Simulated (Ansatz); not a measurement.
The calculation used DFT PBE, scalar-relativistic, plane waves, PAW (Ansatz). Settings: cutoff 420 eV, Γ-centred meshes spaced at most about 0.3 Å⁻¹, and about 0.25 Å⁻¹ or finer for metals (2π included), Gaussian smearing. No spin polarisation in the final relaxations.

Temperature and zero-point effects are left out. All come from trial cells, and lower structures may exist.

Question: Order these relaxed structures of Ga2BAs3 by energy, lowest first, with the energy over the lowest of them.
1.

```
Ga B As
1.0
     5.45913    0.00000    0.00000
    -2.72957    4.72775    0.00000
     0.00000    0.00000    6.23999
Ga B As
2 1 3
Cartesian
  0.0000 0.0000 5.0563
  0.0000 0.0000 1.1837
  0.0000 0.0000 3.1200
  2.7296 0.0000 3.1200
  -1.3648 2.3639 3.1200
  1.3648 2.3639 3.1200
```

2.

```
Ga B As
1.0
     3.02536    0.00000    0.00000
     0.00000    3.02536    0.00000
     0.00000    0.00000   12.28733
Ga B As
2 1 3
Direct
  0.00000 0.00000 0.32909
  0.00000 0.00000 0.67091
  0.00000 0.00000 0.00000
  0.50000 0.50000 0.09951
  0.50000 0.50000 0.50000
  0.50000 0.50000 0.90049
```

3.

```
Ga B As
1.0
     4.81452    0.00000    0.00000
    -2.40726    4.16949    0.00000
     0.00000    0.00000    5.13574
Ga B As
2 1 3
Direct
  0.33333 0.66667 0.00000
  0.66667 0.33333 0.00000
  0.00000 0.00000 0.00000
  0.33333 0.66667 0.50000
  0.66667 0.33333 0.50000
  0.00000 0.00000 0.50000
```

4.

```
Ga B As
1.0
     6.40786    0.00000    0.00000
    -3.20393    5.54937    0.00000
     0.00000    0.00000    6.27036
Ga B As
4 2 6
Direct
  0.33333 0.66667 0.95578
  0.66667 0.33333 0.45578
  0.33333 0.66667 0.54422
  0.66667 0.33333 0.04422
  0.00000 0.00000 0.00000
  0.00000 0.00000 0.50000
  0.14606 0.29213 0.25000
  0.85394 0.14606 0.75000
  0.70787 0.85394 0.25000
  0.85394 0.70787 0.75000
  0.14606 0.85394 0.25000
  0.29213 0.14606 0.75000
```

Answer: 4 (0 meV/atom), 2 (48 meV/atom), 3 (101 meV/atom), 1 (366 meV/atom). Forms: 4 P6_3/mmc; 2 P4/mmm; 3 P6/mmm; 1 P6/mmm. Counting As or B atoms around Ga (for each partner element, those within 1.25 times its shortest distance or 1.15 times the sum of covalent radii, where it is the nearest in units of that sum or under 1.3; a plus sign parts groups by distance over the sum of covalent radii; the shortest distance is added where it exceeds 1.18 times the sum of covalent radii): cell 4 has Ga 3+6; cell 2 has Ga 4+4 from 3.0 Å; cell 3 has Ga 2; cell 1 has Ga 1. Cell 2 holds As–As pairs (shortest 2.45 Å) (bonds between like non-metal atoms; other contacts aren't counted). Even the lowest lies +0.48 eV/atom against the elements.

No dispersion correction is applied, so the spacing and binding between layers, chains or molecules are poorly described (P4/mmm, P6/mmm at 26.8 Å³/atom), and this can change margins and order among such cells. Cells relaxed within their symmetry can be saddle points. Some candidate types were left out of the draw beforehand, so a known form may be missing.
